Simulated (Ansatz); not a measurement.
# ZnCd2Se3 (I-4m2) at 3 levels of theory

One geometry, relaxed with PBE; plane waves with PAW potentials in Ansatz, scalar-relativistic. No spin polarisation. Gaps are the least over mesh and band path; pressure is positive in compression.

Space group I-4m2 (No. 119). a = 4.254 Å, b = 4.254 Å, c = 18.269 Å, α = 90.00°, β = 90.00°, γ = 90.00°
```csv
atom,site,symmetry,x,y,z
Zn,2b,-4m2,0.5000,0.5000,0.0000
Cd,4e,2mm.,0.5000,0.5000,0.3381
Se,4f,2mm.,0.5000,0.0000,0.4265
Se,2c,-4m2,0.0000,0.5000,0.2500
```

```tsv
level	cutoff (eV)	k mesh	gap (eV)	pressure (GPa)
PBE	420	10×10×10	0.61	0.0
r2SCAN	500	10×10×10	1.11	-1.7
LDA	420	10×10×10	0.34	-4.6
```

The structure comes from a generated guess; another structure or a mixture of phases may lie lower.
